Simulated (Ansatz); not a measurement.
Lu$_{4}$SiGe$_{2}$, a known structure type with other elements, at an estimated volume

```
Ge Si Lu
1.0
     5.33199    0.00000    0.00000
    -2.66599    4.61764    0.00000
    -2.66599    1.53921    7.29998
Ge Si Lu
2 1 4
Direct
  0.40695 0.59305 0.22085
  0.26645 0.73355 0.79935
  0.12440 0.87560 0.37320
  0.83600 0.16400 0.50800
  0.70060 0.29940 0.10180
  0.99670 0.00330 0.99010
  0.54100 0.45900 0.62300
```

Single point in Ansatz 0.2.0 with PBE, no spin polarisation. Cutoff 420 eV, PAW datasets, 8×8×8 Γ-centred k mesh, fermi-dirac filling (width 0.1 eV).

What does the stress say?

The pressure is -5.2 GPa (compression positive), so with the atoms held at these fractions the cell would first shrink; the forces are large, so a full relaxation may end otherwise. The principal stresses -5.7, -5.7, -4.1 GPa differ, so its shape would change too.

Which atom feels the largest force, and which way?

The largest is on Lu6: 0.98 eV/Å, components (0.00, 0.00, -0.98). It makes 180° with the line to a nearest neighbour, Si3 at 2.80 Å, pointing away from it.

What is the formation energy?

0.15 eV an atom against the elements' usual phases (free molecules for gases, crystals otherwise, with no correction for O₂ or N₂), so at this geometry it isn't bound against them. Relaxing would lower it.

Is there a gap?

It is a metal, with about 7.7 states/eV a cell as the mean within 0.25 eV of the Fermi level, mostly Lu d (69 %).

Origin: a known structure type with other elements, at an estimated volume, so it need not be a known compound. Caveats: many states at the Fermi level without spin polarisation, so a magnetic state may lie lower.
